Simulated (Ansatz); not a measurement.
This Sc3SbP2 structure is the end of a relaxation. The cell was found from a structure generator's guess, not taken from experiment.

Computed with DFT PBE, scalar-relativistic, plane waves, PAW (Ansatz). Cutoff 420 eV, Γ-centred mesh, Gaussian smearing, no spin polarisation.

```yaml
crystal:
  lattice:
    - [1.88616, 1.08898, 10.13426]
    - [-1.88616, 1.08898, 10.13426]
    - [0.00000, -2.17795, 10.13426]
  atoms:
    - { symbol: Sc, position: [0.87543, 0.87543, 0.87543] }
    - { symbol: Sc, position: [0.44395, 0.44395, 0.44395] }
    - { symbol: Sc, position: [0.01300, 0.01300, 0.01300] }
    - { symbol: Sb, position: [0.27841, 0.27841, 0.27841] }
    - { symbol: P, position: [0.16057, 0.16057, 0.16057] }
    - { symbol: P, position: [0.72624, 0.72624, 0.72624] }
```

Formation energies are uncorrected and refer to the elements' standard structures at the same level. The references include black phosphorus.

Problem. Find its symmetry and describe it.

Solution. R3m (No. 160). Conventional cell: a = 3.772 Å, c = 30.403 Å. Around Sc on its first site lie 3 P at 2.62 Å and 3 Sb at 3.04 Å; around Sc on its second site lie 6 P at 2.66–2.67 Å; Sb is surrounded by 6 Sc at 3.00–3.04 Å; P on its first site is surrounded by 6 Sc at 2.62–2.66 Å; 2 more sites not described.

Problem. What is its formation energy per atom?

Solution. −1.27 eV/atom. A negative formation energy is needed for stability but isn't enough: competing phases decide.

Problem. Is it a metal?

Solution. Yes, bands cross the Fermi level on the 12×12×12 mesh.

The last run used a 12×12×12 mesh for its 6-atom cell and Gaussian smearing of 0.10 eV. These runs have no spin–orbit coupling, which can matter for Sb. The reference form of P is held partly by dispersion forces, which this level lacks. This cell was reached by moving the atoms of another relaxed cell at random and relaxing again, last within the group found; it had no such test of its own.
